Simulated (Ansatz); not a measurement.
## TiSi2: the relaxed cell by functional

The starting cell is an entry of the Crystallography Open Database (1939):

```
Ti Si
1.0
     0.00000    4.11800    4.26150
     2.38650    0.00000    4.26150
     2.38650    4.11800    0.00000
Ti Si
2 4
Direct
  0.75000 0.75000 0.75000
  0.50000 0.50000 0.50000
  0.08300 0.41700 0.08300
  0.41700 0.08300 0.41700
  0.16700 0.83300 0.16700
  0.83300 0.16700 0.83300
```

Atoms and cell were relaxed at zero pressure with plane-wave PAW DFT (Ansatz 0.2.0; one set of PAW datasets, made under PBE, for all functionals; 420 eV, r2SCAN 500 eV; 6×6×6 Γ-centred mesh, fermi-dirac occupations of width 0.100 eV; no spin polarisation, no spin-orbit coupling, no dispersion correction), keeping the symmetry (Fddd, No. 70).

Which functional gives the smallest cell, and how wide is the spread?

The relaxed conventional cells:

| functional | a (Å) | b (Å) | c (Å) | volume (Å³/atom) | formation energy (eV/atom) |
| --- | --- | --- | --- | --- | --- |
| LDA | 4.732 | 8.139 | 8.420 | 13.51 | -0.675 |
| PBEsol | 4.764 | 8.195 | 8.483 | 13.80 | -0.675 |
| PBE | 4.810 | 8.282 | 8.546 | 14.19 | -0.562 |
| r2SCAN | 4.785 | 8.247 | 8.504 | 13.98 | -0.531 |
| the entry | 4.773 | 8.236 | 8.523 | 13.96 | – |

LDA gives the smallest volume and PBE the largest, 5.0 % more, the usual order, since LDA overbinds and PBE's gradient terms loosen the lattice. Against the entry's volume: LDA -3.2 %, PBEsol -1.2 %, PBE +1.6 %, r2SCAN +0.2 %. No verdict is drawn from this: the entry is old or was flagged in a check, so the entry may be off as well as the functionals. The formation energies span 0.14 eV an atom.

Caveats: each relaxation keeps the start's symmetry, so a distorted cell may lie lower; computed cells are at 0 K with fixed nuclei, while the entry holds thermal expansion, often some tenths of a per cent in volume and more in soft crystals; an old entry, and the compound itself may be in doubt; formation energies are at zero smearing against the elements' usual phases under the same functional, gases as free molecules, uncorrected.
